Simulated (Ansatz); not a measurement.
A geometry of Al2Cu away from equilibrium: step 7 of the relaxation of a generated cell, Al2Cu placed in the AFLOW prototype AB2_cP12_205_a_c (C2, as in FeS2). Level of theory: PBEsol (plane waves to 420 eV, PAW, scalar-relativistic; Ansatz, a program for electronic structure). Γ-centred k-mesh 5×5×5 on the run's cell (coarser than for final values), Fermi–Dirac smearing 0.05 eV.

```xyz
12
Lattice="5.7858 0.0000 0.0000 0.0000 5.7858 0.0000 0.0000 0.0000 5.7858" Properties=species:S:1:pos:R:3:forces:R:3 pbc="T T T" free_energy=-30552.434 pressure_GPa=-0.5
Cu     0.0000     0.0000     0.0000    0.0000    0.0000    0.0000
Cu     2.8929     2.8929     0.0000    0.0000    0.0000    0.0000
Cu     0.0000     2.8929     2.8929    0.0000    0.0000    0.0000
Cu     2.8929     0.0000     2.8929    0.0000    0.0000    0.0000
Al     1.6552     1.6552     1.6552   -0.3600   -0.3600   -0.3600
Al     4.5481     1.2377     4.1306   -0.3600    0.3600    0.3600
Al     4.1306     4.5481     1.2377    0.3600   -0.3600    0.3600
Al     1.2377     4.1306     4.5481    0.3600    0.3600   -0.3600
Al     4.1306     4.1306     4.1306    0.3600    0.3600    0.3600
Al     1.2377     4.5481     1.6552    0.3600   -0.3600   -0.3600
Al     1.6552     1.2377     4.5481   -0.3600    0.3600   -0.3600
Al     4.5481     1.6552     1.2377   -0.3600   -0.3600    0.3600
```

Positions in Å, forces in eV/Å, free energy of the cell in eV (comparable only within this code, potentials and settings). Largest force: 0.62 eV/Å, on Al5, Al6, Al7, Al8, Al9, Al10, Al11, Al12 (atoms numbered as listed); the geometry lies 0.10 eV/atom above the end of its relaxation.

No spin polarisation in the result.

The run could not lose the symmetry of its start: the end is stationary, and may be a saddle point rather than a minimum.

The end of the path is a generated cell of Al2Cu: the first start was made by placing the elements on the sites of a structure type, and the end was not matched to a known phase here, so it may be hypothetical. Known forms of Al2Cu include space group No. 140.
